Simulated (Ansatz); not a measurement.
# Relaxing a structure of InSb

The start is a relaxed InSb cell deformed by the Cartesian strain tensor (xx, yy, zz, yz, xz, xy) = (-0.070, -0.050, -0.018, 0.124, -0.015, -0.064). The structure is fully relaxed (lattice and positions, P = 0) with r2SCAN (plane waves to 500 eV, PAW, scalar-relativistic; Ansatz, an electronic-structure program). The first steps use a coarse 8×10×10 k-mesh.

Input geometry:
```
InSb
1.0
   -0.26069     3.52335     3.62828
    2.99870     0.19838     3.16921
    2.83966     2.90524     0.35742
Sb In
1 1
Direct
  0.75000   0.75000   0.75000
  0.00000   0.00000   0.00000
```

Question: By how much does the energy per atom fall from start to end?

Answer: 0.77 eV/atom.

Question: How does the volume per atom move from start to end?

Answer: +17.7 %, from 29.94 to 35.25 Å³/atom.

Question: Does it find its way back to the structure it was made from?

Answer: It relaxes back to the parent, F-43m (No. 216).

It ends as:

Space group F-43m (No. 216); a = b = c = 6.558 Å, α = β = γ = 90.00°

```tsv
atom	site	symmetry	x	y	z
Sb	4d	-43m	0.7500	0.7500	0.7500
In	4b	-43m	0.5000	0.5000	0.5000
```
(The calculation used a cell of 2 atoms; values per cell refer to that cell.)

Final values are on a 12×12×12 k-mesh of the relaxed cell. No spin polarisation in the result.
